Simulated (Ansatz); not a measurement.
# How MgS answers to pressure

```yaml
crystal:
  lattice:
    - [0.00000, 2.60165, 2.60165]
    - [2.60165, 0.00000, 2.60165]
    - [2.60165, 2.60165, 0.00000]
  atoms:
    - { symbol: Mg, position: [0.00000, 0.00000, 0.00000] }
    - { symbol: S, position: [0.50000, 0.50000, 0.50000] }
```

The cell comes from COD entry 9008672, which wasn't checked; take it as a given geometry.

Theory: Ansatz 0.2.0, DFT, LDA, all-electron LAPW, scalar-relativistic.

Settings: a Γ-centred 8×8×8 k mesh, Fermi–Dirac smearing of 0.01 eV, basis error target 0.25 meV/atom, no spin polarisation.

The cell is scaled evenly with fractional coordinates held. Semilocal gaps are too small, but their slopes carry over better.

```csv
V/V(cell),P (GPa),gap on the k mesh (eV)
0.9400,1.66,2.688
0.9600,-0.15,2.646
0.9800,-1.79,2.604
0.9900,-2.54,2.583
1.0000,-3.25,2.562
1.0100,-3.93,2.541
1.0200,-4.57,2.521
1.0400,-5.76,2.480
```

From the rows at 0.9900 and 1.0100, what is the bulk modulus at the cell's volume?

B = −ΔP/Δln V = −[(-3.93) − (-2.54)]/0.02000 = 69.5 GPa. This is the modulus at -3.25 GPa, not at zero pressure.

What are the gap's volume deformation potential and pressure coefficient?

dEg/dln V = (2.541 − 2.583)/0.02000 = -2.10 eV, and dEg/dP = −(dEg/dln V)/B = 30 meV/GPa: pressure widens the gap.

Predict the row at V/V(cell) = 1.0600. How far is a linear estimate of P off?

P = -6.83 GPa, gap 2.439 eV. The linear estimate P(cell) − B ln(V/V(cell)) = -7.30 GPa misses by 0.47 GPa, since the modulus falls on expansion.
